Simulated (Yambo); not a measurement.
A G0W0@LDA run in Yambo for Rb₂SiF₆ (space group Fm-3m, No. 225) (2×2×2 Γ-centred k mesh, 215 bands and a 7 Ry block in the screening, 215 bands in G with the Bruneval-Gonze terminator, plasmon pole fitted at 27.2 eV) gives these matrix elements, in eV, at the band edges (Γ → Γ):

| state | E0 | <Vxc> | <Σx> | <Σc(E0)> | Z |
|---|---|---|---|---|---|
| valence edge | 0.000 | -22.864 | -30.869 | 4.643 | 0.831 |
| conduction edge | 7.149 | -9.567 | -4.827 | -2.832 | 0.903 |

Question: Solve the linearised quasiparticle equation for both states, give the gap, and say how exchange and correlation each act on it.

Answer: E = E0 + Z(Σx + Σc − Vxc). Valence: 0.000 + 0.831 × (-30.869 + (4.643) − (-22.864)) = -2.79 eV. Conduction: 7.149 + 0.903 × (-4.827 + (-2.832) − (-9.567)) = 8.87 eV. The gap is 11.67 eV, against 7.15 eV in LDA. Replacing Vxc by bare exchange alone would open it by 12.75 eV; correlation takes back 7.47 eV of that, and Z scales what is left. Nearest settings tried, and what they do to the gap: 168 bands in W, 168 bands in G: +33 meV; 6 Ry block (283 vectors against 339): +3 meV; 1×1×1 mesh: -159 meV. So the settings aren't converged at that level. The k mesh is coarse. 

Geometry of the Materials Project entry, not relaxed at this level; primitive cell a = b = c = 5.9067 Å, α = β = γ = 60.00°.

The structure is a Materials Project entry; no match was found in the copy of COD used, and its stability was not checked.
